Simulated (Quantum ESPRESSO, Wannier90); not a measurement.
## Wannier functions of Ni$_{3}$Ge (Cu3Au type)

```
Ni3Ge
1.0
    3.53033     0.00000     0.00000
    0.00000     3.53033     0.00000
    0.00000     0.00000     3.53033
Ni Ge
3 1
Direct
  0.50000   0.00000   0.50000
  0.00000   0.50000   0.50000
  0.50000   0.50000   0.00000
  0.00000   0.00000   0.00000
```

Structure: Materials Project mp-21008, symmetrised, not relaxed again. Not found in the COD (Crystallography Open Database) copy used; not checked further. Computed values, not measurements, from PBEsol: Quantum ESPRESSO (norm-conserving PseudoDojo potentials, cutoff 79 Ry, no spin polarisation, no spin-orbit coupling) on a Γ-centred 4×4×4 mesh, then Wannier90. Density: 10×10×10 mesh, cold smearing 0.01 Ry. A non-magnetic state is assumed; magnetic ones were not tried. Spin-orbit coupling, left out, would split the p-like bands by a few tenths of an eV.

The lattice is scaled uniformly with fixed fractional positions, and at each scale an atom-like model (Ni spd, Ge sp; disentangled, num_iter = 0) is made. Listed is the largest hopping of each kind of orbital pair shown, with the distance of the two functions' centres at scale 1; the mesh was not varied.

```
scale  modulus of t, Ni2 py–Ni1 px at 2.50 Å (eV)  modulus of t, Ni3 s–Ni1 pz at 2.50 Å (eV)  modulus of t, Ni3 s–Ni1 s at 2.50 Å (eV)
-----  ------------------------------------------  -----------------------------------------  ----------------------------------------
0.960                                       2.363                                      1.720                                     1.000
0.980                                       2.262                                      1.646                                     0.965
1.000                                       2.170                                      1.578                                     0.932
1.020                                       2.067                                      1.506                                     0.898
1.040                                       1.975                                      1.446                                     0.863
```

**Question.** With |t| ∝ d^(−η), find η for each hopping from the ends of the series.

**Answer.** 
- Ni2 py–Ni1 px at 2.50 Å: η = −ln(1.975/2.363)/ln(1.040/0.960) = 2.2
- Ni3 s–Ni1 pz at 2.50 Å: η = −ln(1.446/1.720)/ln(1.040/0.960) = 2.2
- Ni3 s–Ni1 s at 2.50 Å: η = −ln(0.863/1.000)/ln(1.040/0.960) = 1.8
Harrison's rules would take η = 2.0, 2.0, 2.0 for these pairs; they describe atomic orbitals, while these are orthogonalised and change shape with the volume.
